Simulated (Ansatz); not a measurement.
# P2W: do energies and stresses tell the same story?

Level of theory: Ansatz 0.2.0, DFT r2SCAN, scalar-relativistic, plane waves, PAW.

Cutoff 500 eV; k points 12×12×8 on the computed 6-atom cell (Γ-centred); Gaussian smearing, width 0.10 eV; no spin polarisation.

Relaxed cell: Cmc2_1, a = 3.183 Å, b = 11.170 Å, c = 4.991 Å, α = 90.00°, β = 90.00°, γ = 90.00°, 6 atoms in the primitive cell. Whether it is the stable form of this composition wasn't checked.

Energies at zero smearing and pressures from the stress tensor, at volumes with shape and atoms relaxed:
```tsv
V (Å³/atom)	E − E(first) (meV/atom)	P (GPa)
13.012	0.00	32.30
13.455	-75.34	22.38
13.899	-125.14	13.79
14.342	-152.84	6.38
14.786	-161.49	0.01
15.229	-153.76	-5.46
15.673	-132.04	-10.12
16.264	-84.89	-15.23
```

Task: Check P = −dE/dV between neighbouring volumes, and get the bulk modulus from the pressures alone.

Result: With 1 eV/Å³ = 160.2 GPa:
```
middle V (Å³/atom)  −ΔE/ΔV (GPa) mean P (GPa)
            13.233        27.211        27.343
            13.677        17.990        18.087
            14.121        10.005        10.084
            14.564         3.123         3.192
            15.008        -2.790        -2.725
            15.451        -7.846        -7.786
            15.969       -12.774       -12.675
```

The two differ by 0.13 GPa at most. The mean of two end pressures misses the average over a step by about ΔV² P″/12, up to 0.12 GPa here; with that taken off 0.01 GPa remains. Around V = 14.786 Å³/atom, the two neighbours give B = −V ΔP/ΔV = 14.786 × 11.83 / 0.887 = 197.2 GPa, against B0 = 195.6 GPa from the Birch–Murnaghan fit of the energies.

Spin–orbit coupling is left out, which can shift energies with elements as heavy as these.